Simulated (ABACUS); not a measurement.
# Parameter sweep on CsPbBr3 (I4/mcm, 20 atoms in the cell; from Materials Project mp-1014168)

```
CELL_PARAMETERS angstrom
      8.19814     0.00000     0.00000
      0.00000     8.19814     0.00000
      0.00000     0.00000    12.08583
ATOMIC_POSITIONS crystal
  Cs 0.00000 0.50000 0.25000
  Cs 0.50000 0.00000 0.25000
  Cs 0.50000 0.00000 0.75000
  Cs 0.00000 0.50000 0.75000
  Pb 0.00000 0.00000 0.00000
  Pb 0.50000 0.50000 0.00000
  Pb 0.50000 0.50000 0.50000
  Pb 0.00000 0.00000 0.50000
  Br 0.00000 0.00000 0.25000
  Br 0.50000 0.50000 0.25000
  Br 0.18452 0.68452 0.00000
  Br 0.81548 0.31548 0.00000
  Br 0.31548 0.18452 0.00000
  Br 0.68452 0.81548 0.00000
  Br 0.50000 0.50000 0.75000
  Br 0.00000 0.00000 0.75000
  Br 0.68452 0.18452 0.50000
  Br 0.31548 0.81548 0.50000
  Br 0.81548 0.68452 0.50000
  Br 0.18452 0.31548 0.50000
```

Base run A: LDA (PW92), numerical atomic orbitals TZP (confined pseudo-atomic orbitals with Gaussian additions; energy shift 0.01 Ry), PseudoDojo 0.4 standard norm-conserving LDA (tails mended) pseudopotentials (ABACUS 3.10.1), self-consistent single point.

Its settings: basis = TZP numerical atomic orbitals, energy shift 0.01 Ry; KPT = Gamma 3 3 2 0 0 0; basis_type = lcao; dft_functional = PWLDA; ecutwfc = 100 Ry; smearing_method = gaussian; smearing_sigma = 0.00367493 Ry; potentials = PseudoDojo 0.4 standard norm-conserving LDA (tails mended); symmetry = 1; symmetry_prec = 1e-05; ks_solver = genelpa; scf_nmax = 100; scf_thr = 1.0e-06; mixing_type = broyden; mixing_beta = 0.7.

Spin-orbit coupling is left out, which matters for bands and gaps with elements this heavy. The atom-centred basis is finite, which shifts total energies and pressures against plane waves. The structure comes from a collection of computed structures, made at another level of theory; the collection holds predicted forms beside known ones.

ΔF is the free energy per atom less that of run A. 

A variant of run A gave: the free energy falls by 41.4 meV/atom and the pressure goes from -3.38 to -1.98 GPa.

Task: Name the change that produced these shifts.
A. volume scaled by 0.94
B. volume scaled by 1.01
C. volume scaled by 0.98
D. volume scaled by 0.99

Result: A, volume scaled by 0.94. That run gave: ΔF (meV/atom) -41.4; pressure (GPa) -1.98.

The base and the other variants:

```json
[
 {"change": "base", "ΔF (meV/atom)": "0.00", "pressure (GPa)": "-3.38"},
 {"change": "volume scaled by 0.96", "ΔF (meV/atom)": "-30.0", "pressure (GPa)": "-2.50"},
 {"change": "volume scaled by 0.98", "ΔF (meV/atom)": "-16.1", "pressure (GPa)": "-2.97"},
 {"change": "volume scaled by 0.99", "ΔF (meV/atom)": "-8.3", "pressure (GPa)": "-3.18"},
 {"change": "volume scaled by 1.01", "ΔF (meV/atom)": "8.8", "pressure (GPa)": "-3.56"},
 {"change": "volume scaled by 1.02", "ΔF (meV/atom)": "18.1", "pressure (GPa)": "-3.74"},
 {"change": "volume scaled by 1.04", "ΔF (meV/atom)": "37.8", "pressure (GPa)": "-4.05"},
 {"change": "volume scaled by 1.06", "ΔF (meV/atom)": "59.1", "pressure (GPa)": "-4.32"}
]
```

The atomic orbitals were generated for these runs; they are not ABACUS's published sets and were checked against plane waves on a few crystals only.

“Tails mended”: in these copies of the files the far tail of each local potential was reset to the Coulomb form.
